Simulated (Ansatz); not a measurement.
Space group R-3m:H (No. 166). a = 4.822 Å, b = 4.822 Å, c = 9.891 Å, α = 90.00°, β = 90.00°, γ = 120.00°
```json
{"atom": "Bi", "site": "3b", "symmetry": "-3m", "x": "0.3333", "y": "0.6667", "z": "0.1667"}
{"atom": "Te", "site": "3a", "symmetry": "-3m", "x": "0.0000", "y": "0.0000", "z": "0.0000"}
```

Equation of state of this BiTe structure (not necessarily the ground state), with shape and atoms relaxed at each volume where symmetry leaves them free. It has no gap at any of these volumes. These are results of DFT r2SCAN, scalar-relativistic, plane waves, PAW in Ansatz 0.2.0, not measurements.

Plane waves to 500 eV, a k mesh through Γ of 12×12×12 on the computed 2-atom cell and Gaussian smearing (0.10 eV); no spin polarisation.

```tsv
V (Å³/atom)	E − E(largest V) (meV/atom)	P (GPa)
29.210	78.55	7.36
30.205	39.68	5.13
31.201	14.00	3.20
32.197	-0.36	1.47
33.193	-4.54	-0.01
34.189	0.00	-1.31
```

Question: Fit a third-order Birch–Murnaghan equation to E(V).

Answer: V0 = 33.15 Å³/atom, B0 = 47 GPa, B0' = 3.4.

Spin-orbit coupling is left out, which matters for the bands of heavy elements.